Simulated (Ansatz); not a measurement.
**VIr3: pressure against volume**

VIr3, Pm-3m, a = 3.794 Å. The structure is a COD entry; whether it is the stable form wasn't checked. Ansatz: PBEsol, PAW, 420 eV, Γ-centred 12×12×12 mesh on 4 atoms, Gaussian smearing 0.10 eV; no spin polarisation. Symmetry fixes shape and atoms, so the cell is only scaled; pressure is positive in compression.

```tsv
V (Å³/atom)	P (GPa)
12.016	?
12.426	41.86
12.836	25.43
13.245	11.62
13.655	0.01
14.064	-9.73
14.474	-17.90
15.020	-26.74
```

Problem. Take V0 = 13.655 Å³/atom, count pressures from its P0 = 0.01 GPa, fit the third-order Birch–Murnaghan form to the other rows, and predict the missing pressure.

Solution. With the Eulerian strain f = ½[(V0/V)^(2/3) − 1] and y = (P − P0)/[3f(1 + 2f)^(5/2)], the form is the line y = B0 + 1.5 B0 (B0′ − 4) f. Rows (f, y): 0.03245, 367.4; 0.02105, 363.1; 0.01027, 358.2; -0.00974, 350.1; -0.01904, 345.5; -0.03077, 339.7. Means f = 0.0007033, y = 354.00; Σ(Δf)² = 0.003003, ΣΔfΔy = 1.309; the slope is their ratio. y = 353.7 + 436.0 f GPa, so B0 = 353.7 GPa and B0′ = 4 + 2 × (436.0)/(3 × 353.7) = 4.82. At V = 12.016, f = 0.04449, y = 373.10 and P = 61.63 GPa. The run gave 61.41 GPa, so the fit is 0.22 GPa too high, a small miss on the scale of the series.

Spin–orbit coupling is left out, which can shift energies with elements as heavy as these.

Cost: 8 runs of about 2.1 core-minutes in all, on Arm Neoverse V1 (shared hosts).